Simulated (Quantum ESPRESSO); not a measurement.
ZnCaMg2O4, a curve over strain

A calculation, not a measurement. The program is pw.x of Quantum ESPRESSO 7.5 (plane-wave density functional theory). The cell is made up: 8 atoms on a rocksalt lattice, with randomly drawn elements, strain and displacements, not relaxed. PseudoDojo standard norm-conserving files (v0.5 for PBE, v0.4.1 for LDA and PBEsol) set the functional; there is no spin polarisation, spin-orbit coupling or dispersion term, and the masses in the input are unused placeholders.

Seven runs add a strain to one cell (the same along x and y); the atoms follow the cell and are not relaxed. Stress in the table is positive in tension.

Input of the run at -0.0071:

```
&control calculation='scf', pseudo_dir='./dojo.nc.sr.pbe.v0_5.standard.upf', outdir='./o', disk_io='medium', tprnfor=.true., tstress=.true. /
&system ibrav=0, nat=8, ntyp=4, nbnd=43, ecutwfc=84.00895049, nosym=.true., tot_charge=0,
 occupations='smearing', smearing='fd', degauss=0.0018374661
/
&electrons conv_thr=7.350e-09, electron_maxstep=60, /
ATOMIC_SPECIES
Ca 1.0 Ca.upf
Mg 1.0 Mg.upf
O 1.0 O.upf
Zn 1.0 Zn.upf
CELL_PARAMETERS angstrom
4.4935 -0.0228 -0.0393
-0.0228 4.4514 -0.0202
-0.039 -0.0201 4.5439
ATOMIC_POSITIONS angstrom
Zn -0.0384 -0.1644 0.0333
Ca -0.0572 2.3273 2.2709
Mg 2.2982 -0.0323 2.1612
Mg 2.1361 2.3417 0.001
O 2.2195 -0.0064 -0.2361
O 2.1738 2.2765 2.1859
O 4.4167 0.2435 2.1949
O 4.5307 2.2683 0.0658
K_POINTS automatic
4 4 4 1 1 1
```

```
added strain  free energy less that of the input shown (eV)  stress xx (GPa)  stress yy (GPa)  stress zz (GPa)  stress xy (GPa)  pressure (GPa)  iterations
     -0.0230                                         0.0647            -4.24            -8.74             0.33            -0.73            4.22          12
     -0.0116                                         0.0081            -0.38            -4.20             2.17            -0.68            0.80          12
     -0.0071                                         0.0000             1.00            -2.58             2.87            -0.66           -0.43          12
     +0.0104                                         0.0360             5.61             2.89             5.45            -0.59           -4.65          12
     +0.0167                                         0.0728             7.01             4.57             6.33            -0.57           -5.97          12
     +0.0195                                         0.0925             7.59             5.28             6.70            -0.56           -6.53          12
     +0.0236                                         0.1257             8.41             6.27             7.25            -0.55           -7.31          12
```

A cubic fit gives a slope of stress xx against the added strain of 269 GPa at zero added strain, with the atoms clamped. Across the table the free energy follows the integral of the stress to within 2.6 meV. A rerun of one of the cells at 1437 eV and a 6 x 6 x 6 mesh moved values by no more than 0.002 eV in energy, 0.04 GPa in stress and 0.005 eV/Å in force.